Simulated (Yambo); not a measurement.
G0W0@LDA for NaBaIrH6 (space group F-43m, No. 216) in Yambo. Reference settings: 2×2×2 Γ-centred k mesh, bands 6 to 173 and a 7 Ry block in the screening, 173 bands in G with the Bruneval-Gonze terminator, plasmon pole fitted at 27.2 eV. The LDA gap Γ → X on this mesh is 3.00 eV; G0W0 gaps are taken between the same points.

With and without the terminator, as bands are cut:

```tsv
bands in G (in W)	gap, terminator (eV)	gap, none (eV)	valence shift, terminator (eV)	valence shift, none (eV)
43 (43)	4.438	4.370	-0.010	0.334
66 (66)	4.327	4.229	-0.173	0.165
97 (97)	4.340	4.254	-0.325	-0.038
133 (133)	4.350	4.276	-0.411	-0.182
173 (173)	4.356	4.294	-0.463	-0.284
```

Over this range the gap spans 0.111 eV with the terminator and 0.141 eV without, the valence shift 0.453 eV and 0.618 eV. Neither column has reached its limit for certain.

Spin-orbit coupling is not included.

Geometry of the Materials Project entry, not relaxed at this level; primitive cell a = b = c = 5.5473 Å, α = β = γ = 60.00°.

The structure is a Materials Project entry; no match was found in the copy of COD used, and its stability was not checked.

A shift is the quasiparticle energy of the state minus its LDA energy.
